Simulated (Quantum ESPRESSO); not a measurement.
## Band energies of KTl$_{2}$GaF$_{6}$

```
KTl2GaF6
1.0
    0.00000     4.47337     4.47337
    4.47337     0.00000     4.47337
    4.47337     4.47337     0.00000
F K Ga Tl
6 1 1 2
Direct
  0.78459   0.21541   0.21541
  0.21541   0.78459   0.78459
  0.21541   0.78459   0.21541
  0.78459   0.21541   0.78459
  0.21541   0.21541   0.78459
  0.78459   0.78459   0.21541
  0.50000   0.50000   0.50000
  0.00000   0.00000   0.00000
  0.25000   0.25000   0.25000
  0.75000   0.75000   0.75000
```

norm-conserving PBEsol (Quantum ESPRESSO, 84 Ry, no spin-orbit coupling); path ΓXWKΓLUWLK,UX; energies in eV from the valence-band maximum.

```csv
k (1/Å),point,band 41,band 42,band 43,band 44,band 45,band 46,band 47,band 48
0.00,Γ,-1.06,-1.06,-0.55,-0.55,-0.55,6.27,6.27,6.27
0.23,,-1.06,-0.82,-0.59,-0.59,-0.55,6.10,6.10,6.38
0.47,,-0.71,-0.71,-0.54,-0.54,-0.30,5.06,5.78,5.78
0.70,X,-0.79,-0.79,-0.54,-0.30,0.00,4.47,5.62,5.62
0.70,W,-0.80,-0.64,-0.64,-0.12,-0.12,4.87,5.15,6.37
0.95,K,-0.76,-0.73,-0.59,-0.22,-0.07,4.75,5.51,5.82
1.14,,-0.69,-0.65,-0.63,-0.28,-0.28,5.22,5.60,6.22
1.32,,-0.68,-0.62,-0.61,-0.59,-0.56,5.76,6.07,6.22
1.51,,-1.03,-0.91,-0.57,-0.56,-0.56,6.15,6.23,6.34
1.70,Γ,-1.06,-1.06,-0.55,-0.55,-0.55,6.27,6.27,6.27
1.90,,-1.03,-0.89,-0.57,-0.57,-0.57,6.13,6.28,6.28
2.10,,-0.75,-0.62,-0.62,-0.60,-0.44,5.82,6.09,6.35
2.30,L,-0.64,-0.64,-0.63,-0.57,-0.20,5.68,5.74,6.52
2.52,,-0.69,-0.67,-0.62,-0.38,-0.17,5.25,5.58,6.13
2.73,U,-0.76,-0.73,-0.59,-0.22,-0.07,4.75,5.51,5.82
2.73,W,-0.80,-0.64,-0.64,-0.12,-0.12,4.87,5.15,6.37
2.86,,-0.77,-0.64,-0.64,-0.18,-0.13,4.96,5.23,6.35
2.98,,-0.72,-0.64,-0.64,-0.33,-0.16,5.21,5.44,6.32
3.11,,-0.66,-0.64,-0.63,-0.49,-0.19,5.52,5.65,6.37
3.23,L,-0.64,-0.64,-0.63,-0.57,-0.20,5.68,5.74,6.52
3.34,,-0.66,-0.65,-0.63,-0.51,-0.19,5.55,5.68,6.34
3.45,,-0.69,-0.67,-0.62,-0.38,-0.17,5.25,5.58,6.13
3.55,,-0.73,-0.70,-0.60,-0.25,-0.13,4.95,5.52,5.95
3.66,K,-0.76,-0.73,-0.59,-0.22,-0.07,4.75,5.51,5.82
3.66,U,-0.76,-0.73,-0.59,-0.22,-0.07,4.75,5.51,5.82
3.91,X,-0.79,-0.79,-0.54,-0.30,0.00,4.47,5.62,5.62
```

The PBEsol gap is direct, 4.47 eV at X.

Spin-orbit coupling is left out; with 6p states at a band edge it can lower the gap by many tenths of an eV, most of a small gap.

Geometry of the Materials Project entry, not relaxed at this level.

The structure is a Materials Project entry; no match was found in the copy of COD used, and its stability was not checked.
